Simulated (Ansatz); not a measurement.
KF (rock salt, Fm-3m), DFT-PBEsol in the program Ansatz with PAW potentials: ε∞ = 2.02, cell volume 37.36 Å³. Infrared-active transverse modes:

```tsv
ω_TO (cm⁻¹)	oscillator strength S_xx (e²/amu)
179.6	0.1020
```

Question: Compute the static dielectric constant.

Answer: Each mode adds (4.921e7/V) S/ω²: 4.17. So ε0 = 6.19.

Question: What LO frequency does the Lyddane–Sachs–Teller relation give?

Answer: ω_LO = ω_TO √(ε0/ε∞) = 314 cm⁻¹.

The PBEsol relaxation kept the symmetry of its start; phonons on a q-mesh show no instability.

Potentials: the later of the program's two PAW sets.
